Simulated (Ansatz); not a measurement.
## 4 guesses for Y3Zr2F and where they end

Theory: DFT PBE, scalar-relativistic, plane waves, PAW in Ansatz 0.2.0. Settings: cutoff 420 eV, Γ-centred meshes spaced at most about 0.3 Å⁻¹, and about 0.25 Å⁻¹ or finer for metals (2π included), Gaussian smearing. No spin polarisation in the final relaxations.

Each guess was relaxed in cell and atoms at zero pressure, within the symmetry of its start. All energies are static (0 K, no zero-point motion). Coordination counts Y or Zr atoms around F (for each partner element, those within 1.25 times its shortest distance or 1.15 times the sum of covalent radii, where it is the nearest in units of that sum or under 1.3; the shortest distance is added where it exceeds 1.18 times the sum of covalent radii).

| guess | made from | start group | V start (Å³/atom) | end group | V end (Å³/atom) | coordination at the end | gap on mesh (eV) | E over the lowest end (meV/atom) |
| --- | --- | --- | --- | --- | --- | --- | --- | --- |
| 1 | random cell | P6/mmm | 22.8 | P6/mmm | 41.5 | F 2 | 0 | 598 |
| 2 | TbGa2Co3 type | P6/mmm | 18.1 | P6/mmm | 32.6 | F 12 from 4.2 Å | 0 | 1194 |
| 3 | random cell | I4/mmm | 23.6 | ? | ? | ? | ? | ? |
| 4 | Zr2Al3Cr type | R-3m | 21.8 | R-3m | 24.8 | F 6 | 0 | 0 |

Guess 3 as it starts:

```
Y Zr F
1.0
    -2.68518    2.68518    4.90191
     2.68518   -2.68518    4.90191
     2.68518    2.68518   -4.90191
Y Zr F
3 2 1
Direct
  0.67825 0.67825 0.00000
  0.32175 0.32175 0.00000
  0.00000 0.00000 0.00000
  0.75000 0.25000 0.50000
  0.25000 0.75000 0.50000
  0.50000 0.50000 0.00000
```

Question: Predict the end of this guess and its energy over the lowest end.

Answer: It ends in space group I4/mmm (No. 139), with a = 5.809 Å, c = 11.108 Å, 31.2 Å³/atom and no gap. It lies 0.52 eV/atom over the lowest end, above guess 4 and below guess 1. Counting Y or Zr atoms around F, this end has F 2 and the lowest (guess 4) has F 6.

```cif
data_structure
_symmetry_space_group_name_H-M 'P 1'
_symmetry_Int_Tables_number 1
_cell_length_a 6.9078
_cell_length_b 6.9078
_cell_length_c 6.9078
_cell_angle_alpha 130.271
_cell_angle_beta 130.271
_cell_angle_gamma 72.973
_cell_volume 187.42
loop_
_atom_site_label
_atom_site_type_symbol
_atom_site_fract_x
_atom_site_fract_y
_atom_site_fract_z
_atom_site_occupancy
Y1 Y 0.68720 0.68720 0.00000 1
Y2 Y 0.31280 0.31280 0.00000 1
Y3 Y 0.00000 0.00000 0.00000 1
Zr1 Zr 0.75000 0.25000 0.50000 1
Zr2 Zr 0.25000 0.75000 0.50000 1
F1 F 0.50000 0.50000 0.00000 1
```

The zero of energy is the elements' standard structures at the same level (F₂ as a molecule); no fitted shifts are applied.

Question: Is the lowest end bound against the elements?

Answer: Yes: its formation energy is −0.47 eV/atom. Whether it is stable depends on the other phases of the system, which aren't compared here.

A magnetic state wasn't ruled out in cells without spin, among them R-3m, I4/mmm, P6/mmm at 32.6 Å³/atom. Cells relaxed within their symmetry can be saddle points. A lower structure may well exist outside this small set. Some structure types and database cells were kept out of the candidates from the start, so a known form may be missing.
